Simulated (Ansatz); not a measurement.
An Ansatz (a program for electronic structure) input:

Ansatz 0.2 input:
```yaml
crystal:
  lattice:
    - [0.0, 2.268320059, 2.268320059]
    - [2.268320059, 0.0, 2.268320059]
    - [2.268320059, 2.268320059, 0.0]
  atoms:
    - { symbol: P, position: [0.75, 0.75, 0.75] }
    - { symbol: B, position: [0.0, 0.0, 0.0] }
kpoints:
  mp_grid: { grid: [8, 8, 8] }
hamiltonian:
  xc: hse06
  pseudopotentials: { kind: paw }
scf:
  n_extra_bands: 6
  occupations: { method: fixed }
output:
  eigenvalues: true
  eigenstates:
    e_range: [-9.0, 10.1]
    kpoints:
      - [0.0, 0.0, 0.0]  # VBM
      - [0.0, 0.414062, 0.414062]  # CBM
      - [0.0, 0.0, 0.0]  # GAMMA
      - [0.5, 0.0, 0.5]  # X
      - [0.5, 0.5, 0.5]  # L
      - [0.5, 0.25, 0.75]  # W
      - [0.375, 0.375, 0.75]  # K
      - [0.625, 0.25, 0.625]  # U
```

Task: How many symmetry operations and irreducible k-points will the run report?

Result: 24 operations, 29 of 512 k-points.

Task: With a cutoff of 420 eV, how many plane waves at Γ?

Result: 459.

It took around 90 core-seconds (rough) on shared server cores.

The points marked VBM and CBM come from a semilocal run.

Space group F-43m (zinc blende). Symmetry was held in the r²SCAN relaxation.

Potentials: the later of the program's two PAW sets.

Ansatz is a plane-wave DFT program.
